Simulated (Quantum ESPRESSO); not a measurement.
Al3ZnO5F, convergence and cost over cutoff and k mesh

Computed values, not a measurement. The program is pw.x of Quantum ESPRESSO 7.5 (plane-wave density functional theory). The cell is made up: 10 atoms on a corundum lattice, with randomly drawn elements, strain and displacements, not relaxed. PseudoDojo standard norm-conserving files (v0.5 for PBE, v0.4.1 for LDA and PBEsol) set the functional; there is no spin polarisation, spin-orbit coupling or dispersion term, and the masses in the input are unused placeholders.

Input of the run in row 4:

```
&control calculation='scf', pseudo_dir='./dojo.nc.sr.pbe.v0_5.standard.upf', outdir='./o', disk_io='medium', tprnfor=.true., tstress=.true. /
&system ibrav=0, nat=10, ntyp=4, nbnd=39, ecutwfc=84.00895049, nosym=.true., tot_charge=0,
 occupations='smearing', smearing='fd', degauss=0.0018374661
/
&electrons conv_thr=7.350e-09, electron_maxstep=60, /
ATOMIC_SPECIES
Al 1.0 Al.upf
F 1.0 F.upf
O 1.0 O.upf
Zn 1.0 Zn.upf
CELL_PARAMETERS angstrom
2.373 1.3253 4.3035
-2.4277 1.3715 4.3189
0.0126 -2.7726 4.3353
ATOMIC_POSITIONS angstrom
Al -0.0216 0.0341 4.5801
Zn 0.0383 -0.0604 1.9011
Al -0.0284 -0.0537 8.3981
Al -0.0523 -0.0118 11.0798
O -1.0082 1.338 7.5726
O -0.729 -1.5337 7.5867
O 1.6601 0.0204 7.5708
O 0.9019 -1.4139 5.3731
O 0.6983 1.4355 5.3989
F -1.7204 -0.1446 5.3948
K_POINTS automatic
6 6 6 1 1 1
```

The same cell was run at these settings. Meshes are shifted by half a step, and differences are from the last row, which is itself not exact.

```
cutoff (eV)     k mesh  k points solved  threshold (eV)  free energy less the last row's (eV)  pressure (GPa)  largest stress difference (GPa)  largest force difference (eV/Å)  iterations  wall time (s)  k-point pools              processor
        800  2 x 2 x 2                4           1e-04                                 2.279          -12.26                            35.76                            0.087           7             14              1  AMD EPYC, Zen 5 class
       1143  2 x 2 x 2                4           1e-07                                 0.026           23.33                             0.15                            0.023          11             44              1  AMD EPYC, Zen 5 class
        632  6 x 6 x 6              108           1e-07                                22.770         -191.98                           215.87                            0.311          10            342              1  AMD EPYC, Zen 5 class
       1143  6 x 6 x 6              108           1e-07                                 0.003           23.32                             0.02                            0.000          11            625              1  AMD EPYC, Zen 5 class
       1437  8 x 8 x 8              256           1e-07                                 0.000           23.34                             0.00                            0.000          11           3134              1  AMD EPYC, Zen 5 class
```

Each pool is one process. Wall times include start-up and a band step at six k points, which weighs most on the coarsest meshes. The runs were on shared virtual cores whose load varied, so times are rough.